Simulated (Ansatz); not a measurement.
## Fields on a plane of Ni3(PbS)2 (space group R-3m)

```
CELL_PARAMETERS angstrom
      2.81695     1.62637     4.52630
     -2.81695     1.62637     4.52630
      0.00000    -3.25274     4.52630
ATOMIC_POSITIONS crystal
  Ni 0.00000 0.00000 0.50000
  Ni 0.50000 0.00000 0.00000
  Ni 0.00000 0.50000 0.00000
  Pb 0.50000 0.50000 0.50000
  Pb 0.00000 0.00000 0.00000
  S  0.72784 0.72784 0.72784
  S  0.27216 0.27216 0.27216
```

The slice is a (-1 0 1 2) plane (indices of the conventional cell) through the point (0.500, 0.500, 0.500) (fractional), spanned by u = [100] and v = [0 1 -1] in vectors of this cell: u (5.57 Å) and v (5.63 Å, at 90° to u). It covers one period; positions are fractions (u, v).

Atoms on it: Ni at (0.00, 0.50); Pb at (0.00, 0.00); Pb at (0.50, 0.50).

Calculation: r2SCAN (plane waves to 500 eV, PAW, scalar-relativistic; Ansatz, a first-principles code). k mesh 10×10×10. Near the nuclei the fields are pseudised (PAW); where an atom keeps semicore shells as valence, they peak there. At this level the bands of Ni3(PbS)2 touch or barely overlap. Ni3(PbS)2 is run without spin polarisation. Ni3(PbS)2 was relaxed with its symmetry unable to fall. Spin-orbit coupling is left out, though Pb is heavy.

```
v \ u  0.00  0.12  0.25  0.38  0.50  0.62  0.75  0.88
-----  ----  ----  ----  ----  ----  ----  ----  ----
0.92   0.08  0.41  0.18  0.04  0.03  0.04  0.18  0.41
0.83   0.40  0.34  0.14  0.05  0.04  0.05  0.14  0.34
0.75   0.30  0.28  0.15  0.16  0.21  0.16  0.15  0.28
0.67   0.17  0.19  0.24  0.33  0.41  0.33  0.24  0.19
0.58   0.38  0.20  0.29  0.39  0.08  0.39  0.29  0.20
0.50      x  0.25  0.29  0.30     x  0.30  0.29  0.25
0.42   0.38  0.20  0.29  0.39  0.08  0.39  0.29  0.20
0.33   0.17  0.19  0.24  0.33  0.41  0.33  0.24  0.19
0.25   0.30  0.28  0.15  0.16  0.21  0.16  0.15  0.28
0.17   0.40  0.34  0.14  0.05  0.04  0.05  0.14  0.34
0.08   0.08  0.41  0.18  0.04  0.03  0.04  0.18  0.41
0.00      x  0.33  0.20  0.04  0.03  0.04  0.20  0.33
```

Values: electron localisation function (ELF). Points within 0.4 Å of a nucleus are blanked (x), as the pseudised field means little there.

```
|xxxx00478999999987400xxx|
|xxxx00578999999987500xxx|
|xxx0036899999999986300xx|
|000025788998889988752000|
|001357888877777888875310|
|334678887654445678887643|
|345678875300000357887654|
|002467752000000025776420|
|xxx0466300xxxxx0036640xx|
|xxxx15410xxxxxxx01451xxx|
|xxxx03300xxxxxxx00330xxx|
|xxxx03200xxxxxxx00230xxx|
|xxxx03300xxxxxxx00330xxx|
|xxxx15410xxxxxxx01451xxx|
|xxx0466300xxxxx0036640xx|
|002467752000000025776420|
|345678875300000357887654|
|334678887654445678887643|
|001357888877777888875310|
|000025788998889988752000|
|xxx0036899999999986300xx|
|xxxx00578999999987500xxx|
|xxxx00478999999987400xxx|
|xxxx00378999999987300xxx|
```
Scale: ten equal steps from 2.00 (start of '0') to 10.19 (end of '9'), in the order '0123456789'. Values: electrostatic potential energy of an electron, from the cell's mean, in eV. The map has 24 points along u (one character each, u = 0 at the left) and 24 along v (v = 0 in the bottom row). Points within 0.9 Å of a nucleus are blanked (x), as the pseudised field means little there. Values under 2 eV are set to 2. The zero, the cell's mean, hangs on the PAW cores.
